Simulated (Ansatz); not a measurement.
BiB in space group P4_2/mmc (No. 131; B on 2c, Bi on 2e) under volume change, PBE (plane waves, PAW; program Ansatz), shape and atoms relaxed at each volume.

```csv
V (Å³/atom),E − E(relaxed) (meV/atom),P (GPa)
20.397,37.3,6.46
21.069,15.5,3.97
21.742,3.6,1.78
22.414,0.0,0.00
23.086,3.2,-1.47
23.759,11.9,-2.66
24.431,25.4,-3.70
```

What does a third-order Birch–Murnaghan fit give for V₀, B₀ and B′?

V₀ = 22.42 Å³/atom, B₀ = 53.7 GPa, B′ = 5.1.

The cell is a constructed one: a structure type filled with these elements; neither database checked (COD, Materials Project) lists it. Whether it is the stable phase at ambient conditions was not checked. Symmetry was held in the PBE relaxation; its stability against distortions is not shown here. Scalar-relativistic: spin–orbit coupling is off unless named, which matters more the heavier the elements.

Potentials: the later of the program's two PAW sets.
